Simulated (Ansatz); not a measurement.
WS₂:
```cif
data_S4W2
_chemical_formula_sum 'W2 S4'
_space_group_name_H-M_alt 'P 1'
_space_group_IT_number 1
_cell_length_a 3.17173
_cell_length_b 3.17173
_cell_length_c 12.55251
_cell_angle_alpha 90.000
_cell_angle_beta 90.000
_cell_angle_gamma 120.000
loop_
_space_group_symop_operation_xyz
  'x, y, z'
loop_
_atom_site_label
_atom_site_type_symbol
_atom_site_fract_x
_atom_site_fract_y
_atom_site_fract_z
_atom_site_occupancy
W1 W 0.33333 0.66667 0.75000 1
W2 W 0.66667 0.33333 0.25000 1
S1 S 0.33333 0.66667 0.12569 1
S2 S 0.66667 0.33333 0.87431 1
S3 S 0.66667 0.33333 0.62569 1
S4 S 0.33333 0.66667 0.37431 1
```

Relaxed with r²SCAN+D4. Plane-wave PAW r²SCAN+D4 (Ansatz code) gives a gap of 1.18 eV.

**Question.** What gap does HSE06 give on the same cell (Ansatz, PAW)?

**Answer.** 1.60 eV, 0.42 eV more. The hybrid was solved on a coarser mesh and at special points; its gap is the smallest among all of these.

```
k  v1 r²SCAN+D4  c1 r²SCAN+D4  v1 HSE06  c1 HSE06
-  ------------  ------------  --------  --------
Γ          0.00          2.44       ___       ___
A         -0.33          2.44       ___       ___
K         -0.60          1.29     -0.57      1.67
H         -0.69          1.29       ___       ___
M         -1.58          2.37     -1.73      2.92
L         -1.65          2.39       ___       ___
```

**Question.** Top valence (v1) and lowest conduction level (c1) in eV from each method's valence maximum (which need not be a listed point): supply the withheld HSE06 values.

**Answer.** 
- Γ, v1 HSE06: 0.00
- Γ, c1 HSE06: 2.99
- H, v1 HSE06: -0.67
- H, c1 HSE06: 1.67
- A, v1 HSE06: -0.36
- A, c1 HSE06: 2.98
- L, v1 HSE06: -1.80
- L, c1 HSE06: 2.94

Cost on shared cores: the r²SCAN+D4 run (SCF on a 10×10×3 mesh, then bands and DOS) very roughly 50 core-seconds, the HSE06 run (SCF on 6×6×2, then a few points) around 110 core-seconds (rough); the tasks are unlike.

Space group P6_3/mmc. The r²SCAN+D4 relaxation kept the symmetry of its start; phonons on a q-mesh show no instability. No spin polarisation was allowed. Spin–orbit coupling is left out wherever it is not named.

Potentials: the later of the program's two PAW sets.
